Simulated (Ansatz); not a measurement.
ScPt$_{3}$:
```yaml
crystal:
  lattice:
    - [3.95141, 0.00000, 0.00000]
    - [0.00000, 3.95141, 0.00000]
    - [0.00000, 0.00000, 3.95141]
  atoms:
    - { symbol: Sc, position: [0.00000, 0.00000, 0.00000] }
    - { symbol: Pt, position: [0.50000, 0.50000, 0.00000] }
    - { symbol: Pt, position: [0.00000, 0.50000, 0.50000] }
    - { symbol: Pt, position: [0.50000, 0.00000, 0.50000] }
```

Relaxed with PBEsol. Special points in fractions of this cell's reciprocal vectors: Γ (0.000, 0.000, 0.000); X (0.000, 0.500, 0.000); M (0.500, 0.500, 0.000); R (0.500, 0.500, 0.500).

List the band energies nearest the Fermi level at these points for the program Ansatz at the PBEsol with spin–orbit coupling level (PAW).

In eV from the Fermi level; about four levels below and three above (degenerate sets whole), none deeper than 8.9 eV; points with the same levels are listed once.

```tsv
k	below	above
Γ	-0.97 -0.97 -0.97 -0.97	0.02 0.02 0.11 0.11
X	-1.83 -1.83 -0.65 -0.65	0.50 0.50 1.73 1.73
M	-1.52 -1.52 -1.51 -1.51 -1.11 -1.11	1.98 1.98 2.04 2.04
R	-0.02 -0.02 -0.02 -0.02	0.25 0.25 0.25 0.25
```

Space group Pm-3m (Cu3Au type). The first step of the workflow began from a Materials Project structure, measured or hypothetical; the Crystallography Open Database files this formula in space group No. 221, but the cells were not matched. Whether it is the stable phase at ambient conditions was not checked. The cell was relaxed with PBEsol under the symmetry of its start; of distortions, only those at the zone centre were tested. The run is not spin-polarised.

Potentials: the later of the program's two PAW sets.
